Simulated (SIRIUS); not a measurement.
SIRIUS run on a model cell of BeAl3 (P6_3/mmc, 8 atoms in the cell; prototype structure): self-consistent single point.

All values come from this method and carry its errors: PBE, GBRV PBE ultrasoft pseudopotentials (plane waves; SIRIUS).

```xyz
8
Lattice="5.6272 0.0000 0.0000 -2.8136 4.8733 0.0000 0.0000 0.0000 4.5135" Properties=species:S:1:pos:R:3 pbc="T T T"
Al     2.8136     3.3061     1.1284
Al    -1.4563     4.0897     3.3851
Al     1.3573     0.7836     1.1284
Al     0.0000     1.5673     3.3851
Al     4.2699     0.7836     1.1284
Al     1.4563     4.0897     3.3851
Be     0.0000     3.2489     1.1284
Be     2.8136     1.6244     3.3851
```

Reference input (self-consistent single point, DFT, PBE, plane waves, GBRV PBE ultrasoft pseudopotentials): parameters.ngridk = 7 7 7; parameters.xc_functionals = [XC_GGA_X_PBE, XC_GGA_C_PBE]; parameters.gk_cutoff = 6.325 1/bohr; parameters.pw_cutoff = 14.143 1/bohr; parameters.smearing = fermi_dirac; parameters.smearing_width = 0.00367493 Ha; potentials = GBRV PBE ultrasoft pseudopotentials; parameters.electronic_structure_method = pseudopotential; parameters.num_bands = 17; parameters.num_mag_dims = 0; parameters.num_dft_iter = 100; parameters.energy_tol = 1e-07 Ha. This run's input differs from it in these lines:

```diff
@@ -18,3 +18,3 @@
     "smearing": "fermi_dirac",
-    "smearing_width": 0.00367493,
+    "smearing_width": 0.0183747,
     "num_bands": 17,
```

The program printed (abridged):

```
[find] density tolerance         : 1e-06
[find] total energy tolerance    : 1e-07
[find] iter_solver_tol (initial) : 0.01
[find] iter_solver_tol (target)  : 1e-13
[find] num_dft_iter              : 100
Charges and magnetic moments
--------------------------------------------------------------------------------
total charge          : 26.000000
[find] | SCF iteration   0 out of 100|
[diagonalize] iterative solver tolerance (occupied, empty): 0.01 0.01
[diagonalize] average number of iterations: 2
[find] Charges and magnetic moments
[find] total charge          : 26.000000
[find] Energy
[find] smearing (-TS)                 :      -0.09000591
   [... lines left out ...]

[find] Charges and magnetic moments
[find] total charge          : 26.000000
[find] Energy
[find] smearing (-TS)                 :      -0.09188442
[find] Total energy                   :     -48.25212456 (Ha),     -96.50424912 (Ry)
[find] Free energy (E-TS)             :     -48.34400898 (Ha),     -96.68801797 (Ry)
[find] band gap (eV)                  :       0.00000000
[find] Efermi                         :       0.26752124
[find] iteration : 22, RMS (target) : 7.6129e-07 (1.0000e-06) , energy difference (target) : 5.3238e-09 (1.0000e-07)
[find] bands are converged : true
[find] iterative solver converged : false
[find] converged after 23 SCF iterations!
[find] Charges and magnetic moments
[find] total charge          : 26.000000
[find] Energy
[find] smearing (-TS)                 :      -0.09188442
[find] Total energy                   :     -48.25212456 (Ha),     -96.50424912 (Ry)
[find] Free energy (E-TS)             :     -48.34400898 (Ha),     -96.68801797 (Ry)
[find] band gap (eV)                  :       0.00000000
[find] Efermi                         :       0.26752124
[ground_state] === stress tensor components [kbar] ===
[ground_state] === stress_total ===
[ground_state]    28.929386    0.000000   -0.000000
[ground_state]     0.000000   28.929390   -0.000000
[ground_state]    -0.000000   -0.000000    1.921181
[ground_state] ==== total Forces in Ha/bohr =====
   [... lines left out ...]
[ground_state] atom:    3, force:      -0.0000000      0.0205236     -0.0000000
[ground_state] atom:    4, force:      -0.0177740      0.0102618     -0.0000000
[ground_state] atom:    5, force:      -0.0177740     -0.0102618     -0.0000000
[ground_state] atom:    6, force:      -0.0000000      0.0000000      0.0000000
[ground_state] atom:    7, force:       0.0000000     -0.0000000     -0.0000000
```

The run converged in 23 iterations. SIRIUS prints the stress tensor with tension positive. Against the reference run the free energy falls by 150 meV/atom, the pressure goes from -3.18 to -1.99 GPa and the largest force goes from 1.025 to 1.055 eV/Å.

Lattice and positions were typed or generated, without prior relaxation. Forces above 1 eV/Å remain at this geometry. This run is one point of a test of settings, so its values need not be converged; read them against the reference run alone.

Cost on one core: about 40 core-seconds (a rough figure).

The gap that the log prints is read on the run's mesh, which can miss the band edges or a crossing.
